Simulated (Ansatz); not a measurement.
ZnAs2:
```
CELL_PARAMETERS angstrom
      9.26974     0.00000     0.00000
      0.00000     7.69231     0.00000
     -1.73349     0.00000     7.82570
ATOMIC_POSITIONS crystal
  Zn 0.08185 0.74936 0.39460
  Zn 0.91815 0.25064 0.60540
  Zn 0.91815 0.24936 0.10540
  Zn 0.08185 0.75064 0.89460
  Zn 0.38889 0.10040 0.22308
  Zn 0.61111 0.89960 0.77692
  Zn 0.61111 0.60040 0.27692
  Zn 0.38889 0.39960 0.72308
  As 0.38525 0.42418 0.21936
  As 0.61475 0.57582 0.78064
  As 0.61475 0.92418 0.28064
  As 0.38525 0.07582 0.71936
  As 0.23763 0.01285 0.43279
  As 0.76237 0.98715 0.56721
  As 0.76237 0.51285 0.06721
  As 0.23763 0.48715 0.93279
  As 0.24341 0.49177 0.43636
  As 0.75659 0.50823 0.56364
  As 0.75659 0.99177 0.06364
  As 0.24341 0.00823 0.93636
  As 0.06682 0.25585 0.39242
  As 0.93318 0.74415 0.60758
  As 0.93318 0.75585 0.10758
  As 0.06682 0.24415 0.89242
```

Relaxed with r²SCAN. Special points in fractions of this cell's reciprocal vectors: Γ (0.000, 0.000, 0.000); Z (0.000, 0.500, 0.000); D (0.000, 0.500, 0.500); B (0.000, 0.000, 0.500); A (-0.500, 0.000, 0.500); E (-0.500, 0.500, 0.500); C2 (-0.500, 0.500, 0.000); Y2 (-0.500, 0.000, 0.000).

**Question.** List the band energies nearest the valence-band maximum at these points for plane-wave PAW r²SCAN (Ansatz code).

**Answer.** In eV from the valence-band maximum; about four levels below and three above (degenerate sets whole), none deeper than 8.9 eV; points with the same levels are listed once.

```csv
k,below,above
Γ,-1.14 -0.50 -0.48 0.00,0.52 1.05 1.31
Z,-0.77 -0.77 -0.08 -0.08,0.97 0.97 1.28 1.28
D,-1.39 -1.39 -1.08 -1.08,1.62 1.62 1.64 1.64
B,-1.21 -1.21 -0.98 -0.98,1.54 1.54 1.97 1.97
A,-1.06 -1.06 -0.74 -0.74,1.26 1.26 1.63 1.63
E,-1.18 -1.18 -0.95 -0.95,1.89 1.89 2.05 2.05
C2,-1.13 -1.13 -0.34 -0.34,0.79 0.79 1.73 1.73
Y2,-0.95 -0.83 -0.40 -0.39,0.70 0.99 1.14
```

Space group P2_1/c. The workflow started from a Materials Project entry (that database holds measured and hypothetical structures alike); the Crystallography Open Database files this formula in space group No. 14, but the cells were not matched. Its standing as an ambient phase is unchecked. The cell was relaxed with r²SCAN under the symmetry of its start; whether a distortion lowers the energy is not shown. Spin–orbit coupling is left out wherever it is not named.

Potentials: the later of the program's two PAW sets.
